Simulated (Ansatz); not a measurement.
SrMg$_{2}$FeH$_{8}$:
Space group P-3m1 (No. 164); a = 4.445 Å, b = 4.445 Å, c = 6.472 Å, α = 90.00°, β = 90.00°, γ = 120.00°

```csv
atom,site,symmetry,x,y,z
Sr,1b,-3m.,0.0000,0.0000,0.5000
Mg,2d,3m.,0.3333,0.6667,0.1237
Fe,1a,-3m.,0.0000,0.0000,0.0000
H,6i,.m.,0.3225,0.1612,0.1460
H,2d,3m.,0.3333,0.6667,0.4199
```

Relaxed with PBEsol. DFT-PBEsol in the program Ansatz with PAW potentials gives a gap of 1.62 eV.

Question: What gap does HSE06 give on the same cell (Ansatz, PAW)?

Answer: 3.76 eV, 2.14 eV more. The hybrid was solved on a coarser mesh and at special points; its gap is the smallest among all of these.

```json
[
 {"k": "Γ", "v1 PBEsol": "-0.47", "c1 PBEsol": "3.34", "v1 HSE06": "?", "c1 HSE06": "?"},
 {"k": "A", "v1 PBEsol": "-0.21", "c1 PBEsol": "3.45", "v1 HSE06": "?", "c1 HSE06": "?"},
 {"k": "K", "v1 PBEsol": "-0.27", "c1 PBEsol": "2.14", "v1 HSE06": "?", "c1 HSE06": "?"},
 {"k": "H", "v1 PBEsol": "-0.05", "c1 PBEsol": "3.32", "v1 HSE06": "?", "c1 HSE06": "?"},
 {"k": "M", "v1 PBEsol": "-0.14", "c1 PBEsol": "1.62", "v1 HSE06": "-0.25", "c1 HSE06": "3.76"},
 {"k": "L", "v1 PBEsol": "0.00", "c1 PBEsol": "2.47", "v1 HSE06": "-0.18", "c1 HSE06": "4.76"}
]
```

Question: Top valence (v1) and lowest conduction level (c1) in eV from each method's valence maximum (which need not be a listed point): supply the withheld HSE06 values.

Answer: 
- Γ, v1 HSE06: 0.00
- Γ, c1 HSE06: 5.19
- H, v1 HSE06: -0.25
- H, c1 HSE06: 5.43
- K, v1 HSE06: -0.34
- K, c1 HSE06: 4.18
- A, v1 HSE06: -0.11
- A, c1 HSE06: 5.23

Cost on shared cores: the PBEsol run (SCF on a 7×7×5 mesh, then bands and DOS) about 70 core-seconds (a rough figure), the HSE06 run (SCF on 4×4×3, then a few points) about 2.5 core-minutes (a rough figure); the tasks are unlike.

The first step of the workflow began from a Materials Project structure, measured or hypothetical; the Crystallography Open Database copy checked does not list it. Its standing as an ambient phase is unchecked. The cell was relaxed with PBEsol under the symmetry of its start; its stability against distortions is not shown here. No spin polarisation was allowed. Spin–orbit coupling is left out wherever it is not named.

Potentials: the later of the program's two PAW sets.
